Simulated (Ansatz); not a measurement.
Bi$_{2}$TeO$_{2}$:
```
Bi2TeO2
1.0
    4.03596     0.00000     0.00000
   -2.01798     3.49524     0.00000
    0.00000     0.00000     7.33031
Bi Te O
2 1 2
Direct
  0.66667   0.33333   0.79833
  0.33333   0.66667   0.20167
  0.00000   0.00000   0.50000
  0.66667   0.33333   0.11439
  0.33333   0.66667   0.88561
```

Relaxed with PBEsol. Special points in fractions of this cell's reciprocal vectors: Γ (0.000, 0.000, 0.000); M (0.500, 0.000, 0.000); K (0.333, 0.333, 0.000); A (0.000, 0.000, 0.500); L (0.500, 0.000, 0.500); H (0.333, 0.333, 0.500).

Question: List the band energies nearest the valence-band maximum at these points for PBEsol in the plane-wave PAW code Ansatz.

Answer: In eV from the valence-band maximum; about four levels below and three above (degenerate sets whole), none deeper than 8.9 eV; points with the same levels are listed once.

| k | below | above |
|---|---|---|
| Γ | -2.80 -0.64 -0.11 -0.11 | 2.53 2.93 2.93 |
| M | -2.98 -2.18 -0.97 -0.77 | 1.91 2.73 2.97 |
| K | -2.51 -2.51 -1.36 -1.08 -1.08 | 1.61 1.61 2.88 |
| A | -1.67 -0.28 0.00 0.00 | 1.95 1.95 2.40 |
| L | -2.11 -1.76 -1.29 -0.77 | 0.86 3.14 3.66 3.67 |
| H | -3.45 -3.45 -1.72 -1.36 -1.36 | 2.67 2.67 2.76 |

Space group P-3m1. The start of the workflow was typed in or built on a structure type; neither database checked (COD, Materials Project) lists it. Whether it is the stable phase at ambient conditions was not checked. The PBEsol relaxation kept the symmetry of its start; its stability against distortions is not shown here. The volume moved by 21 % from the start of the relaxation. Scalar-relativistic: spin–orbit coupling is off unless named, which matters more the heavier the elements.

Potentials: the later of the program's two PAW sets.
